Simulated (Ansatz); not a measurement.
Given:

CuI:
```yaml
crystal:
  lattice:
    - [0.00000, 2.93058, 2.93058]
    - [2.93058, 0.00000, 2.93058]
    - [2.93058, 2.93058, 0.00000]
  atoms:
    - { symbol: Cu, position: [0.75000, 0.75000, 0.75000] }
    - { symbol: I, position: [0.00000, 0.00000, 0.00000] }
```

This is the LDA-relaxed structure.

**Question.** All from DFT-LDA in the program Ansatz with PAW potentials, unless another level is named. Estimate the bulk modulus (Birch–Murnaghan fit).

**Answer.** 56.7 GPa.

**Question.** And the elastic constants (relaxed ions, GPa)?

**Answer.** C11 = 71.1, C12 = 49.5, C44 = 26.9.

**Question.** Predict the zero-point energy.

**Answer.** 21.5 meV/atom.

Space group F-43m (zinc blende). The LDA relaxation kept the symmetry of its start. No spin polarisation was allowed. Spin–orbit coupling is left out wherever it is not named.

Potentials: the earlier of the program's two PAW sets. The files were generated under PBE; for other functionals the program regenerates the frozen cores, and for LDA and PBEsol the local potential too.
